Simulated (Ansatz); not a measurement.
BAs (CsCl type, Pm-3m) at seven volumes, PBE (plane waves, PAW; program Ansatz), scaled uniformly. One row is withheld.

```csv
V (Å³/atom),P (GPa)
11.559,11.73
11.940,7.22
12.321,3.37
12.702,0.00
13.084,?
13.465,-5.34
13.846,-7.38
```

Question: Fit the shown pressures and predict the withheld one.

Answer: P = (3/2)B₀(x^(7/2) − x^(5/2))[1 + (3/4)(B′ − 4)(x − 1)] with x = (V₀/V)^(2/3). Least squares on the six rows gives V₀ = 12.704 Å³/atom, B₀ = 103 GPa, B′ = 4.07. At V = 13.084, x = 0.9805 and P = -2.86 GPa. The run itself gave -2.87 GPa.

The start of the workflow was typed in or built on a structure type; neither database checked (COD, Materials Project) lists it. It is not the phase usual at ambient conditions (space group No. 216). The PBE relaxation kept the symmetry of its start; its stability against distortions is not shown here. The volume moved by 31 % from the start of the relaxation. Its formation energy is positive at this level, so the cell may be metastable or incomplete.

Potentials: the earlier of the program's two PAW sets.
